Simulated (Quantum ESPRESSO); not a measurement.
# Moving one atom in SiGa2MgN4

Calculated results; nothing here was measured. They come from pw.x of Quantum ESPRESSO 7.5, a plane-wave density functional program, with PseudoDojo standard norm-conserving files (v0.5 for PBE, v0.4.1 for LDA and PBEsol). The cells are made up: elements, strain and atom displacements were drawn at random, and nothing was relaxed. There is no spin polarisation, spin-orbit coupling or dispersion term.

The cell has 8 sites of a wurtzite lattice (rectangular cell). Sites 1 to 4 hold Si Ga Ga Mg; sites 5 to 8 hold N N N N. Cell vectors in Å: (3.235, -0.047, -0.002); (-0.081, 5.537, -0.026); (-0.003, -0.025, 5.288). Settings: PBE, cutoff 1143 eV, 5 x 4 x 4 k mesh shifted by half a step, Fermi-Dirac smearing of 0.025 eV.

Each run shifts the Ga atom on site 3 along x and leaves all else fixed. Site 5 is one of its nearest neighbours. E is the free energy of the cell above the lowest run shown.

```
run,shift (Å),Fx on site 3 (eV/Å),Fx on site 5 (eV/Å),P (GPa),E (meV)
1,-0.1229,2.472,-2.096,-5.00,177.1
2,-0.0919,1.944,-1.655,-5.30,108.7
3,-0.0791,1.732,-1.478,-5.40,85.2
5,-0.0033,0.531,-0.487,-5.78,0.0
6,0.0880,-0.870,0.661,-5.72,15.5
7,0.1111,-1.229,0.956,-5.62,39.7
4,-0.0618,?,?,?,?
```

A rerun of one of these cells at 1437 eV and k mesh 7 x 6 x 6 moved values by no more than 0.004 eV in the cell's energy, 0.09 GPa in stress and 0.014 eV/Å in force.

## Worked fit

A parabola through the six runs shown gives Fx on site 3 = 0.474 - 15.70 u + 3.9 u² eV/Å, with u in Å and a scatter of 0.011 eV/Å. Minus the slope, 15.70 ± 0.29 eV/Å², is this atom's force constant along x at u = 0, with its periodic images moving too. The fitted force vanishes at u = 0.030 Å, where the energy should be lowest along this line. The error is the larger of the fit's own and the change that a cubic makes, rounded up.

## Withheld run

Question: what Fx on site 3 should run 4 give?

The fit gives 1.459 eV/Å. The calculation gave 1.450 eV/Å.

| run | shift (Å) | Fx on site 3 (eV/Å) | Fx on site 5 (eV/Å) | P (GPa) | E (meV) |
| --- | --- | --- | --- | --- | --- |
| 4 | -0.0618 | 1.450 | -1.245 | -5.52 | 57.7 |